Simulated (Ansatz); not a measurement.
Relaxed-ion elastic tensor of InGaN2 in space group P3m1 (No. 156; In on 1a, Ga on 1c, N on 1c, N on 1a) in GPa (Voigt order), LDA in the plane-wave PAW code Ansatz; density 6.78 g/cm³, 13.02 Å³ per atom.

```json
[
 {"": "1", "1": "266", "2": "115", "3": "101", "4": "-0.3", "5": "0.0", "6": "0.0"},
 {"": "2", "1": "115", "2": "266", "3": "101", "4": "0.3", "5": "0.0", "6": "0.0"},
 {"": "3", "1": "101", "2": "101", "3": "333", "4": "0.0", "5": "0.0", "6": "0.0"},
 {"": "4", "1": "-0.3", "2": "0.3", "3": "0.0", "4": "62.8", "5": "0.0", "6": "0.0"},
 {"": "5", "1": "0.0", "2": "0.0", "3": "0.0", "4": "0.0", "5": "62.8", "6": "-0.3"},
 {"": "6", "1": "0.0", "2": "0.0", "3": "0.0", "4": "0.0", "5": "-0.3", "6": "75.3"}
]
```

Problem. Is the crystal mechanically stable?

Solution. Yes: the smallest eigenvalue of C is 62.8 GPa.

Problem. Work out the Voigt, Reuss and Hill averages.

Solution. K_V = 167, K_R = 166, K_H = 166; G_V = 76.6, G_R = 73.7, G_H = 75.2 GPa.

Problem. Give Young's modulus, Poisson's ratio, Pugh's ratio and the universal anisotropy index.

Solution. E = 9KG/(3K + G) = 196 GPa; ν = 0.30; K/G = 2.21 (ductile by the Pugh limit of 1.75); A_U = 5G_V/G_R + K_V/K_R − 6 = 0.20.

Problem. Estimate the sound speeds and the Debye temperature.

Solution. v_l = √((K + 4G/3)/ρ) = 6270 m/s, v_t = √(G/ρ) = 3330 m/s, mean 3720 m/s; Θ = (h/k)(3n/4πV)^(1/3) v_m = 471 K.

Problem. Solve the Christoffel equation for the three sound speeds along x, y, z.

Solution. Eigenvalues of C_ijkl n_j n_l equal ρv² (piezoelectric stiffening left out). In km/s, slowest first: x 3.04, 3.33, 6.26; y 3.04, 3.33, 6.26; z 3.04, 3.04, 7.01.

Problem. How much does each axis shrink under pressure?

Solution. Linear compressibilities β_i = Σ_j S_ij (j = 1 to 3): x 2.2, y 2.2, z 1.7 per TPa.

The first step of the workflow began from a Materials Project structure, measured or hypothetical; the Crystallography Open Database copy checked does not list it. With In and Ga taken as one species the cell has the higher symmetry P6_3mc, so it may be an ordered model of a mixed-site phase. Its standing as an ambient phase is unchecked. The LDA relaxation kept the symmetry of its start; of distortions, only those at the zone centre were tested.

Potentials: the later of the program's two PAW sets.
